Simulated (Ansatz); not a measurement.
Nb$_{3}$Sn:
```yaml
crystal:
  lattice:
    - [5.31884, 0.00000, 0.00000]
    - [0.00000, 5.31884, 0.00000]
    - [0.00000, 0.00000, 5.31884]
  atoms:
    - { symbol: Nb, position: [0.25000, 0.00000, 0.50000] }
    - { symbol: Nb, position: [0.75000, 0.00000, 0.50000] }
    - { symbol: Nb, position: [0.50000, 0.75000, 0.00000] }
    - { symbol: Nb, position: [0.50000, 0.25000, 0.00000] }
    - { symbol: Nb, position: [0.00000, 0.50000, 0.75000] }
    - { symbol: Nb, position: [0.00000, 0.50000, 0.25000] }
    - { symbol: Sn, position: [0.00000, 0.00000, 0.00000] }
    - { symbol: Sn, position: [0.50000, 0.50000, 0.50000] }
```

Relaxed with PBE. Special points in fractions of this cell's reciprocal vectors: Γ (0.000, 0.000, 0.000); X (0.000, 0.500, 0.000); M (0.500, 0.500, 0.000); R (0.500, 0.500, 0.500).

Question: List the band energies nearest the Fermi level at these points for plane-wave PAW PBE (Ansatz code).

Answer: In eV from the Fermi level; about four levels below and three above (degenerate sets whole), none deeper than 8.9 eV; points with the same levels are listed once.

```csv
k,below,above
Γ,-0.53 -0.53 -0.53 -0.06 -0.06,2.34 2.34 2.34
X,-0.81 -0.81 -0.38 -0.38,1.48 1.48 2.15 2.15
M,-2.11 -1.80 -1.51 -0.86,0.09 0.09 0.18
R,-1.35 -1.35 -1.35 -1.35 -1.35 -1.35,0.05 0.05 0.05 0.05
```

Space group Pm-3n (A15 (Cr3Si type)). Symmetry was held in the PBE relaxation. The run is not spin-polarised. Scalar-relativistic: spin–orbit coupling is off unless named, which matters more the heavier the elements.

Potentials: the earlier of the program's two PAW sets.
